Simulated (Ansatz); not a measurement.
# Two-dimensional strain map in Y

These are results of Ansatz 0.2.0, DFT r2SCAN, scalar-relativistic, plane waves, PAW, not measurements. Cutoff 500 eV, Γ-centred 16×16×16 k-points, Gaussian smearing of 0.15 eV. No spin polarisation. Energies are free energies at this smearing, counted from the undisturbed cell; pressure is positive in compression.

Zero of the scan (as given, not relaxed at this level; it stands at 3.3 GPa; this fcc form isn't the usual structure):

```
CELL_PARAMETERS angstrom
0.00000 2.48500 2.48500
2.48500 0.00000 2.48500
2.48500 2.48500 0.00000
ATOMIC_POSITIONS crystal
Y 0.00000 0.00000 0.00000
```

The cell is strained by p along both x and y and by q along z, fractional coordinates fixed. Points are written (p, q).

p was sampled at -0.080, -0.040, 0.000, 0.040, 0.080 and q at -0.080, -0.040, 0.000, 0.040, 0.080.

Task: Where on the computed points is the energy highest, and how high?

Result: At (-0.080, -0.080): 447.8 meV/atom.

Task: Away from (0, 0), which computed point is lowest?

Result: (0.040, 0.000): -23.2 meV/atom.

The map, in meV/atom:

```csv
p \ q,-0.080,-0.040,0.000,0.040,0.080
-0.080,447.8,329.7,238.0,169.5,123.0
-0.040,228.8,144.2,82.8,42.3,20.4
0.000,90.3,34.9,0.0,-16.8,-17.1
0.040,18.2,-11.4,-23.2,-19.3,-1.2
0.080,-0.5,-6.2,2.7,24.8,58.9
```